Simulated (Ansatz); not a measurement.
Relaxed HfO2 (fluorite):

```xyz
3
Lattice="0.0000 2.5491 2.5491 2.5491 0.0000 2.5491 2.5491 2.5491 0.0000" Properties=species:S:1:pos:R:3 pbc="T T T"
Hf     0.0000     0.0000     0.0000
O      1.2745     1.2745     1.2745
O      3.8236     3.8236     3.8236
```

Scan: atom 2 (O, nearest neighbour Hf at 2.208 Å; its periodic images, 3.6 Å or more away, move with it) is displaced along Cartesian [111], direction (0.577, 0.577, 0.577) in Cartesian axes, by s. The other atoms stay.

All values below come from PBE (plane waves to 420 eV, PAW, scalar-relativistic; Ansatz, a program for electronic structure). k mesh 9×9×9 (Γ-centred), Fermi-Dirac smearing 0.05 eV. Energies are smeared free energies. HfO2 is run without spin polarisation. HfO2 was relaxed with its symmetry unable to fall. Spin-orbit coupling is left out, though Hf is heavy. The PAW data are Ansatz's earlier set. This is a high-temperature form of HfO2. The zero of ΔE is the undisplaced structure.

```tsv
s (Å)	ΔE (meV/cell)
-0.220	319
-0.176	195
-0.132	105
-0.088	44
-0.044	11
0.000	0
0.044	10
0.088	37
0.132	81
0.176	139
0.220	209
```

What force constant k = d²E/ds² at s = 0 does the table give?

11 eV/Å². It is the second difference of the nearest points, corrected with the next pair.

With k = 10.51 eV/Å² from the forces, is the well harmonic out to s = 0.220 Å?

½ks² = 254 meV/cell against the computed 209 meV/cell, so the well is softer than harmonic there.

(A displaced cell: forces are minus the slopes of the energy, force constants its curvatures, and phonons follow from these.)
